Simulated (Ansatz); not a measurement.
Starting cell, Mo (bcc, W type):

```
Mo
1.0
   -3.16074     3.16074     3.16074
    1.58037    -1.58037     1.58037
    1.58037     1.58037    -1.58037
Mo
2
Direct
  0.00000   0.00000   0.00000
  0.50000   0.00000   0.00000
```

In this cell atom 1 (Mo, nearest neighbour Mo at 2.737 Å; its periodic images, 2.7 Å or more away, move with it) is moved by u·(0.707, 0.707, 0.000) + v·(0.000, 0.000, 1.000); the rest is frozen.

The numbers are results of PBE (plane waves to 420 eV, PAW, scalar-relativistic; Ansatz, a program for electronic structure), not measurements. k mesh 17×17×17 (Γ-centred), Fermi-Dirac smearing 0.05 eV. Points where atoms come too close for the PAW data are left out (x in tables, blank in figures). With partly filled bands, energies and forces of such displacements shift with the k mesh and the smearing. Fu and Fv are the components of the force on the atom. Mo is run without spin polarisation. Mo was relaxed with its symmetry unable to fall. 

```tsv
Fu (eV/Å)	u = -0.680	u = -0.340	u = 0.000	u = 0.340	u = 0.680
v = -0.680	x	x	1.83	0.96	0.59
v = -0.340	x	x	0.68	-0.94	-1.79
v = 0.000	x	?	0.00	?	x
v = 0.340	1.79	0.94	-0.68	x	x
v = 0.680	-0.59	-0.96	-1.83	x	x
```

Question: Complete the blanks.

Answer: 
- v = 0.000, u = -0.340: 2.31
- v = 0.000, u = 0.340: -2.31

(For displaced atoms, the force is minus the slope of the energy, and its curvature is a force constant, which sets phonon frequencies.)
